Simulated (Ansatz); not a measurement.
GaAs (zinc blende, F-43m) at seven volumes, PBEsol in the plane-wave PAW code Ansatz, scaled uniformly. One row is withheld.

| V (Å³/atom) | P (GPa) |
|---|---|
| 20.613 | 8.13 |
| 21.293 | ? |
| 21.972 | 2.27 |
| 22.652 | 0.00 |
| 23.331 | -1.92 |
| 24.011 | -3.47 |
| 24.690 | -4.83 |

Fit the shown pressures and predict the withheld one.

P = (3/2)B₀(x^(7/2) − x^(5/2))[1 + (3/4)(B′ − 4)(x − 1)] with x = (V₀/V)^(2/3). Least squares on the six rows gives V₀ = 22.652 Å³/atom, B₀ = 68.8 GPa, B′ = 4.77. At V = 21.293, x = 1.0421 and P = 4.93 GPa. The run itself gave 4.95 GPa.

The cell was relaxed with PBEsol under the symmetry of its start.

Potentials: the later of the program's two PAW sets.
